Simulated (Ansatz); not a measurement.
CdBr$_{2}$:
```cif
data_Br4Cd2
_chemical_formula_sum 'Cd2 Br4'
_space_group_name_H-M_alt 'P 1'
_space_group_IT_number 1
_cell_length_a 3.99486
_cell_length_b 3.99486
_cell_length_c 12.71535
_cell_angle_alpha 90.000
_cell_angle_beta 90.000
_cell_angle_gamma 120.000
loop_
_space_group_symop_operation_xyz
  'x, y, z'
loop_
_atom_site_label
_atom_site_type_symbol
_atom_site_fract_x
_atom_site_fract_y
_atom_site_fract_z
_atom_site_occupancy
Cd1 Cd 0.66667 0.33333 0.87499 1
Cd2 Cd 0.33333 0.66667 0.37499 1
Br1 Br 0.00000 0.00000 0.75203 1
Br2 Br 0.00000 0.00000 0.25203 1
Br3 Br 0.33333 0.66667 0.99797 1
Br4 Br 0.66667 0.33333 0.49797 1
```

Relaxed with r²SCAN+D4.

Problem. Tabulate the valence density and the electron localisation function along the shortest Cd–Br contact (2.79 Å), plane-wave PAW r²SCAN+D4 (Ansatz code).

Solution. 

```csv
distance from Cd (Å),density (e/Å³),ELF
0.28,19.18,0.79
0.42,12.82,0.66
0.56,7.27,0.55
0.70,3.49,0.46
0.84,1.49,0.35
0.98,0.65,0.21
1.11,0.36,0.12
1.25,0.27,0.13
1.39,0.28,0.30
1.53,0.36,0.60
1.67,0.50,0.79
1.81,0.71,0.87
1.95,0.97,0.88
2.09,1.17,0.82
2.23,1.15,0.56
2.37,0.85,0.15
2.51,0.45,0.01
```

The density is the valence pseudo-density with augmentation charge, so density and ELF within about 1 Å of a nucleus are not all-electron values.

Space group P6_3mc. The workflow started from a Materials Project entry (that database holds measured and hypothetical structures alike); the Crystallography Open Database files this formula in space group No. 186, but the cells were not matched. Whether it is the stable phase at ambient conditions was not checked. The r²SCAN+D4 relaxation kept the symmetry of its start; whether a distortion lowers the energy is not shown.

Potentials: the later of the program's two PAW sets.
